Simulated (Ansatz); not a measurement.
Consider the following.

Relaxed Ge (diamond):

```yaml
crystal:
  lattice:
    - [0.00000, 2.83635, 2.83635]
    - [2.83635, 0.00000, 2.83635]
    - [2.83635, 2.83635, 0.00000]
  atoms:
    - { symbol: Ge, position: [0.50000, 0.50000, 0.50000] }
    - { symbol: Ge, position: [0.75000, 0.75000, 0.75000] }
```

In this cell atom 2 (Ge, nearest neighbour Ge at 2.456 Å; its periodic images, 4.0 Å or more away, move with it) is moved by u·(1.000, 0.000, 0.000) + v·(0.000, 1.000, 0.000); the rest is frozen.

Computed with r2SCAN (plane waves to 500 eV, PAW, scalar-relativistic; Ansatz, a quantum-chemistry and plane-wave program). k mesh 8×8×8 (Γ-centred), Fermi-Dirac smearing 0.05 eV. The energy includes the smearing's −TS. As the smearing reaches across the gap at some points, energies and forces of such displacements shift with the k mesh and the smearing. Ge was relaxed with its symmetry unable to fall. The PAW data are Ansatz's earlier set. The zero of ΔE is the undisplaced structure. Axes are in Å.

The scan covers u from -0.610 to 0.610 Å in 7 points and v from -0.610 to 0.610 Å in 7 points.

### Question
Is the undisplaced position a minimum, a maximum or a saddle of this map?

### Answer
A minimum.

### Question
What are the two principal curvatures of the energy at the centre?

### Answer
11.2 eV/Å², isotropic.

(For displaced atoms, the force is minus the slope of the energy, and its curvature is a force constant, which sets phonon frequencies.)
